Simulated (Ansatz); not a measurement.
# Is this Ni result the lowest state?

We look at Ni: an experimental structure (space group Fm-3m, primitive cell doubled), with 2 atoms per cell. Source: COD entry 2102290, which need not be the ambient phase.

Computed with DFT, PBE, PAW, plane waves, scalar-relativistic in Ansatz.

```yaml
crystal:
  lattice:
    - [0.0, -1.7728, -1.7728]
    - [-3.5456, -1.7728, -1.7728]
    - [0.0, 1.7728, -1.7728]
  atoms:
    - { symbol: Ni, position: [0.0, 0.0, 0.0], spin: 2.0 }
    - { symbol: Ni, position: [0.0, 0.5, 0.5], spin: -2.0 }
magnetization:
  spin_polarized: true
hamiltonian:
  xc: pbe
  pseudopotentials: { kind: paw }
basis:
  ecutwfc: 420
kpoints:
  mp_grid: { grid: [14, 8, 12] }
scf:
  occupations: { method: gaussian, width: 0.1 }
  lower_state_search: "off"
output:
  forces: true
  stress: true
```

Wall time and machine: 6.9 s on 2 threads of x86-64 server CPU, on a shared host, peak memory 0.59 GiB.

The end of the output:

```
SCF converged after 15 iterations
Magnetization: 0.0000 μB (18.0000 up, 18.0000 down)
Absolute magnetization: 0.3497 μB (∫|ρ↑−ρ↓|, with the PAW one-centre terms)
Spin contamination: 0.1239 ħ² per cell (⟨S²⟩ above its minimum at these occupations)
Per-site moments (μB) at R_I (Å): [(0.1723, 1.0341), (-0.1723, 1.0341)]
Free energy (F): -11679.331688 eV
Harris-Foulkes:  -11679.331688 eV  (|F-HF|=1.65e-8)
Internal energy: -11679.296490 eV  (E = F + TS)
E sigma→0 (E₀):  -11679.314089 eV
Entropy (-TS):   -0.035198 eV (-17.599 meV/atom)
Fermi energy:    17.447816 eV
--- Forces (eV/Å), atoms counted from 1 ---
  atom   1  Ni     0.00000000    -0.00000000     0.00000000
  atom   2  Ni     0.00000000    -0.00000000     0.00000000
--- Stress (GPa, compression-positive) ---
       -5.393460      -0.009842      -0.009842
       -0.009843      -5.253479       0.107422
       -0.009843       0.107422      -5.253479
  P = ⅓ Tr σ = -5.3001 GPa (-53.001 kbar)
```

The mesh has less symmetry than the lattice, which lowers the symmetry of the run.

Site moments are taken inside atomic spheres and don't add up to the total.

Problem. Has the SCF ended in the lowest solution? If not, by how much is it too high?

Solution. No. A state 55.0 meV/atom (0.110 eV per cell) lower exists in this cell: ferromagnetic, site moments Ni1 0.70, Ni2 0.70 μB, total 1.32 μB per cell, no gap on the k-mesh. It was reached from: parallel moments, default search for lower states [Ni1 2.00, Ni2 2.00 μB]; the moments in brackets, symmetry off, default search [Ni2 2.00 μB]. The wrong state matters: the pressure is -4.2 GPa there against -5.3 GPa here. States within about 5 meV/atom are too close for this mesh, smearing and search to settle their order. This multiple of the primitive cell fits some opposed orders; other multiples fit others. Orders that need a larger cell or non-collinear spins weren't tried.
